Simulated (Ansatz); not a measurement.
The relaxed structure here is a generated cell of CdIn2O4: the first start was made by placing the elements on the sites of a structure type, and the end was not matched to a known phase here, so it may be hypothetical.

One stationary structure of CdIn₂O₄. Space group I-4 (No. 82), AFLOW prototype A2BC4_tI14_82_bc_a_g (E3, as in Al2CdS4). Calculation: r2SCAN (plane waves to 500 eV, PAW, scalar-relativistic; Ansatz, a first-principles code).

Space group I-4 (No. 82); a = 5.063 Å, b = 5.063 Å, c = 9.764 Å, α = 90.00°, β = 90.00°, γ = 90.00°

```csv
atom,site,symmetry,x,y,z
In,2b,-4..,0.0000,0.0000,0.5000
In,2d,-4..,0.5000,0.0000,0.2500
Cd,2a,-4..,0.0000,0.0000,0.0000
O,8g,1,0.2688,0.2086,0.3845
```
(The calculation used a cell of 7 atoms; values per cell refer to that cell.)

Q: What is the computed band gap (r2SCAN)?

A: 1.31 eV, direct at Γ (no spin-orbit coupling).

No spin polarisation in the result.

The run could not lower the symmetry of its start; a shaken copy of this end point relaxes with r2SCAN to Imm2 (No. 44), 0.199 eV/atom lower.
